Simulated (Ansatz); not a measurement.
input.yaml

```yaml
crystal:
  lattice:
    - [-2.8950662654, 2.8950662654, 2.8950662654]
    - [2.8950662654, -2.8950662654, 2.8950662654]
    - [2.8950662654, 2.8950662654, -2.8950662654]
  atoms:
    - { symbol: Fe, position: [0.0, 0.0, 0.0], spin: 2.64 }
    - { symbol: Fe, position: [0.0, 0.0, 0.5], spin: 2.95 }
    - { symbol: Fe, position: [0.0, 0.5, 0.0], spin: 2.95 }
    - { symbol: Fe, position: [0.5, 0.0, 0.0], spin: 2.95 }
    - { symbol: Fe, position: [0.5, 0.5, 0.5], spin: 2.95 }
    - { symbol: Co, position: [0.0, 0.5, 0.5], spin: 1.99 }
    - { symbol: Co, position: [0.5, 0.5, 0.0], spin: 1.99 }
    - { symbol: Co, position: [0.5, 0.0, 0.5], spin: 1.99 }
basis:
  ecutwfc: 420
kpoints:
  mp_grid: { grid: [10, 10, 10] }
hamiltonian:
  xc: pbesol
scf:
  occupations: { method: gaussian, width: 0.1 }
output:
  forces: true
  stress: true
  eigenvalues: true
  populations: true
magnetization:
  spin_polarized: true
```

Run as
```bash
ansatz run input.yaml --threads 2 --pin off --max-ram 5120MiB --backend cpu --events-out ev --progress --plain --runs-dir out
```

Theory: Ansatz 0.2.0, DFT PBEsol, scalar-relativistic, plane waves, PAW.

Part of what the program printed, abridged (iterations and final results):

```
SCF iter   1: F=—  HF=-37522.580022 eV  |F-HF|=—  |Δ(HF+E_count)|=         —  Δρ=8.77e-2 (↑4.29e-2 ↓8.77e-2) dr2=9.27e0  dr2_m=8.46e-1  M=18.981 μB ∫|m|=19.325 μB  β_m=0.30  ethr=3.10e-3  ⟨swp⟩=4.7  Hψ=25898  notcnv=0  defer=202
Mixer restart at iter 1: flushing history
spin=Collinear: Kerker preconditioning applied to the charge; magnetization (m = ρ↑ − ρ↓) channel mixes plain (no charge-response kernel on spin).
SCF iter   2: F=—  HF=-37519.588152 eV  |F-HF|=—  |Δ(HF+E_count)|=    2.99e0  Δρ=4.41e-2 (↑1.16e-2 ↓4.41e-2) dr2=1.09e0  dr2_m=5.78e-1  M=19.090 μB ∫|m|=19.618 μB  β_m=0.39  ethr=3.10e-3  ⟨swp⟩=2.3  Hψ=13548  notcnv=0  defer=994
SCF iter   3: F=—  HF=-37521.171754 eV  |F-HF|=—  |Δ(HF+E_count)|=    1.58e0  Δρ=1.80e-2 (↑1.65e-2 ↓1.80e-2) dr2=8.21e-2  dr2_m=2.19e-1  M=18.958 μB ∫|m|=19.708 μB  β_m=0.60  ethr=8.28e-4  ⟨swp⟩=2.1  Hψ=10977  notcnv=0  defer=994
SCF iter   4: F=—  HF=-37522.757653 eV  |F-HF|=—  |Δ(HF+E_count)|=    1.59e0  Δρ=1.33e-2 (↑1.19e-2 ↓1.33e-2) dr2=3.25e-1  dr2_m=2.97e-2  M=18.728 μB ∫|m|=19.703 μB  β_m=0.67  ethr=6.26e-5  ⟨swp⟩=2.4  Hψ=15479  notcnv=0  defer=1007
SCF iter   5: F=—  HF=-37522.944403 eV  |F-HF|=—  |Δ(HF+E_count)|=   1.87e-1  Δρ=8.92e-3 (↑8.92e-3 ↓4.04e-3) dr2=9.64e-2  dr2_m=1.02e-2  M=18.684 μB ∫|m|=19.717 μB  β_m=0.66  ethr=6.26e-5  ⟨swp⟩=2.0  Hψ=16748  notcnv=0  defer=1014
SCF iter   6: F=—  HF=-37522.972516 eV  |F-HF|=—  |Δ(HF+E_count)|=   2.81e-2  Δρ=2.07e-3 (↑1.53e-3 ↓2.07e-3) dr2=3.57e-3  dr2_m=1.37e-3  M=18.643 μB ∫|m|=19.705 μB  β_m=0.83  ethr=6.26e-5  ⟨swp⟩=2.1  Hψ=13866  notcnv=0  defer=1015
SCF iter   7: F=—  HF=-37522.975822 eV  |F-HF|=—  |Δ(HF+E_count)|=   3.31e-3  Δρ=1.34e-3 (↑8.27e-4 ↓1.34e-3) dr2=2.72e-3  dr2_m=3.99e-4  M=18.636 μB ∫|m|=19.720 μB  β_m=0.81  ethr=2.73e-6  ⟨swp⟩=2.0  Hψ=14895  notcnv=0  defer=1015
SCF iter   8: F=—  HF=-37522.975448 eV  |F-HF|=—  |Δ(HF+E_count)|=   3.74e-4  Δρ=5.25e-4 (↑4.42e-4 ↓5.25e-4) dr2=6.32e-4  dr2_m=1.44e-5  M=18.636 μB ∫|m|=19.718 μB  β_m=0.81  ethr=2.07e-6  ⟨swp⟩=2.0  Hψ=12094  notcnv=0  defer=1015
SCF iter   9: F=—  HF=-37522.975443 eV  |F-HF|=—  |Δ(HF+E_count)|=   5.42e-6  Δρ=5.57e-4 (↑4.39e-4 ↓5.57e-4) dr2=5.74e-4  dr2_m=2.76e-5  M=18.635 μB ∫|m|=19.717 μB  β_m=0.73  ethr=4.83e-7  ⟨swp⟩=2.0  Hψ=12014  notcnv=0  defer=1015
SCF iter  10: F=—  HF=-37522.975507 eV  |F-HF|=—  |Δ(HF+E_count)|=   6.43e-5  Δρ=1.52e-4 (↑7.49e-5 ↓1.52e-4) dr2=2.67e-5  dr2_m=2.27e-6  M=18.633 μB ∫|m|=19.717 μB  β_m=0.86  ethr=4.38e-7  ⟨swp⟩=2.0  Hψ=11201  notcnv=0  defer=1015
SCF iter  11: F=—  HF=-37522.975515 eV  |F-HF|=—  |Δ(HF+E_count)|=   8.11e-6  Δρ=4.03e-5 (↑4.03e-5 ↓3.96e-5) dr2=2.55e-6  dr2_m=1.78e-7  M=18.633 μB ∫|m|=19.717 μB  β_m=0.79  ethr=2.04e-8  ⟨swp⟩=2.0  Hψ=14657  notcnv=0  defer=1015
SCF iter  12: F=—  HF=-37522.975514 eV  |F-HF|=—  |Δ(HF+E_count)|=   5.49e-7  Δρ=2.00e-5 (↑2.00e-5 ↓1.88e-5) dr2=9.86e-7  dr2_m=2.47e-8  M=18.634 μB ∫|m|=19.717 μB  β_m=0.77  ethr=1.95e-9  ⟨swp⟩=2.0  Hψ=14735  notcnv=0  defer=1015
SCF iter  13: F=—  HF=-37522.975514 eV  |F-HF|=—  |Δ(HF+E_count)|=   4.60e-9  Δρ=6.45e-6 (↑6.45e-6 ↓4.47e-6) dr2=7.46e-8  dr2_m=3.38e-9  M=18.633 μB ∫|m|=19.717 μB  β_m=0.89  ethr=7.53e-10  ⟨swp⟩=2.0  Hψ=10800  notcnv=0  defer=1015
SCF iter  14: F=-37522.975514 eV  HF=-37522.975514 eV  |F-HF|=2.55e-8  |Δ(HF+E_count)|=   4.37e-9  Δρ=5.36e-6 (↑8.19e-7 ↓5.36e-6) dr2=3.08e-8  dr2_m=5.64e-9  M=18.633 μB ∫|m|=19.717 μB  ethr=5.70e-11  ⟨swp⟩=7.9  Hψ=37869  notcnv=0
SCF 1 converged in 14 iterations: F = -37522.975514 eV  dr2 = 3.08e-8
SCF converged after 14 iterations
Magnetization: 18.6334 μB (74.8167 up, 56.1833 down)
Absolute magnetization: 19.7191 μB (∫|ρ↑−ρ↓|, with the PAW one-centre terms)
Spin contamination: 0.3537 ħ² per cell (⟨S²⟩ above its minimum at these occupations)
Per-site moments (μB) at R_I (Å): [(2.49352844, 1.03422038), (2.78122493, 1.03422038), (2.78122493, 1.03422038), (2.78122493, 1.03422038), (2.78122493, 1.03422038), (1.81588940, 1.03422038), (1.81588940, 1.03422038), (1.81588940, 1.03422038)]
Free energy (F): -37522.975514 eV
Harris-Foulkes:  -37522.975514 eV  (|F-HF|=2.55e-8)
Internal energy: -37522.963525 eV  (E = F + TS)
E sigma→0 (E₀):  -37522.969520 eV
Entropy (-TS):   -0.011990 eV (-1.499 meV/atom)
Fermi energy:    16.990780 eV
--- Per-component energies (eV) ---
  E_band       = -2020.415814
  E_kinetic    = 3090.198250
  E_local      = -19708.106319  (includes V_loc(G=0)·N_el)
  E_nonlocal   = 2477.043164
  E_hartree    = 8216.108805
  E_xc         = -1050.488727
  E_vxc        = -1359.498561  (∫ρ·V_xc dr)
  E_paw        = -11126.246727  (= ΣΔE_a)
  E_vpaw       = -2952.277610  (= ΣTr[D̂ρ^β])
  E_aug_tail   = 0.004851  (compensation charges beyond the density's cutoff)
  E_ewald      = -19422.938086
  E_core_change = 1.461266  (= ΣΔE_core)
  E_smearing   = -0.011990  (= −TS)
--- Forces (eV/Å), atoms counted from 1 ---
  atom   1  Fe     0.00000000     0.00000000     0.00000000
  atom   2  Fe     0.00000000     0.00000000     0.00000000
  atom   3  Fe     0.00000000     0.00000000     0.00000000
  atom   4  Fe     0.00000000     0.00000000     0.00000000
  atom   5  Fe     0.00000000     0.00000000     0.00000000
  atom   6  Co     0.00000000     0.00000000     0.00000000
  atom   7  Co     0.00000000     0.00000000     0.00000000
  atom   8  Co     0.00000000     0.00000000     0.00000000
--- Stress (GPa, compression-positive) ---
      -17.232100       0.000000       0.000000
        0.000000     -17.232100       0.000000
        0.000000       0.000000     -17.232100
  P = ⅓ Tr σ = -17.2321 GPa (-172.321 kbar)
--- Band table (eV; the first three rows and the last of 94) ---
  k-point 0 ↑: bands = ["-78.9720", "-78.9685", "-78.9685", "-71.4522", "-71.4435", "-71.4435", "-71.4435", "-70.8333", "-42.3926", "-42.3926", "-42.3926", "-42.3594", "-42.3594", "-42.3594", "-42.3290", "-42.3290", "-42.3290", "-37.6718", "-37.6718", "-37.6718", "-37.6504", "-37.6504", "-37.6504", "-37.6237", "-37.6237", "-37.5570", "-37.5570", "-37.5570", "-37.4963", "-36.9824", "-36.9824", "-36.9824", "8.3045", "11.7657", "11.7657", "11.8528", "11.9427", "11.9427", "11.9427", "12.0173", "12.0173", "13.2242", "13.2242", "13.2242", "13.2866", "13.2866", "13.2866", "14.1905", "14.1905", "14.1905", "15.1314", "15.1314", "15.1984", "15.2040", "15.2163", "15.2163", "15.3326", "15.3326", "15.332 ...
  k-point 1 ↑: bands = ["-78.9719", "-78.9686", "-78.9685", "-71.4520", "-71.4437", "-71.4435", "-71.4435", "-70.8333", "-42.3925", "-42.3918", "-42.3916", "-42.3602", "-42.3600", "-42.3593", "-42.3289", "-42.3289", "-42.3289", "-37.6716", "-37.6714", "-37.6707", "-37.6505", "-37.6505", "-37.6495", "-37.6250", "-37.6242", "-37.5576", "-37.5553", "-37.5551", "-37.4972", "-36.9853", "-36.9838", "-36.9824", "8.4028", "11.7926", "11.8103", "11.8890", "11.9710", "11.9873", "11.9875", "12.0561", "12.0570", "13.2375", "13.2422", "13.2530", "13.3002", "13.3049", "13.3287", "14.1667", "14.1890", "14.2383", "15.0144", "15.0959", "15.1335", "15.1565", "15.1616", "15.1838", "15.2835", "15.2845", "15.299 ...
  k-point 2 ↑: bands = ["-78.9717", "-78.9688", "-78.9685", "-71.4513", "-71.4443", "-71.4436", "-71.4436", "-70.8335", "-42.3920", "-42.3893", "-42.3889", "-42.3624", "-42.3620", "-42.3592", "-42.3287", "-42.3287", "-42.3287", "-37.6709", "-37.6704", "-37.6675", "-37.6512", "-37.6506", "-37.6471", "-37.6286", "-37.6259", "-37.5590", "-37.5502", "-37.5496", "-37.5000", "-36.9930", "-36.9875", "-36.9825", "8.6934", "11.7848", "11.9407", "12.0003", "12.0939", "12.1190", "12.1191", "12.1667", "12.1763", "13.2708", "13.2903", "13.3042", "13.3331", "13.3584", "13.4828", "14.0982", "14.1780", "14.3786", "14.4909", "14.8692", "14.8811", "14.8878", "14.9231", "15.0531", "15.1276", "15.1375", "15.183 ...
  k-point 46 ↓: bands = ["-76.7573", "-76.7573", "-76.7537", "-68.2208", "-68.2208", "-68.2208", "-68.2121", "-67.9426", "-40.2269", "-40.2269", "-40.2269", "-40.1919", "-40.1919", "-40.1919", "-40.1810", "-40.1810", "-40.1810", "-34.5038", "-34.5038", "-34.4845", "-34.4845", "-34.4845", "-34.4703", "-34.4402", "-34.4402", "-34.4402", "-34.4142", "-34.4142", "-34.4142", "-34.1915", "-34.1915", "-34.1915", "12.4800", "12.4800", "12.6663", "12.6663", "12.6663", "12.7013", "14.7706", "14.7706", "14.7706", "15.0827", "15.0827", "15.0827", "15.5395", "15.7781", "15.7781", "16.1033", "16.1033", "16.1033", "16.1224", "16.1224", "16.1224", "16.3961", "16.3961", "16.3961", "16.9168", "16.9168", "16.9 ...
--- Löwdin populations: 8 sites ---
  site symbol q [e]    m [muB]
     0     Fe     15.8317     2.5579
     1     Fe     15.7307     2.8328
     2     Fe     15.7307     2.8328
     3     Fe     15.7307     2.8328
     4     Fe     15.7307     2.8328
     5     Co     16.7619     1.7968
     6     Co     16.7619     1.7968
     7     Co     16.7619     1.7968
  spilling = 0.014961 (of n_electrons = 131.000000)
```

The calculation finished and met its thresholds.

It took 47 s on 2 threads of Intel(R) Xeon(R) Platinum 8375C CPU @ 2.90GHz (Ice Lake) (shared host), peak memory 0.95 GiB.

Only parallel moments were tried here.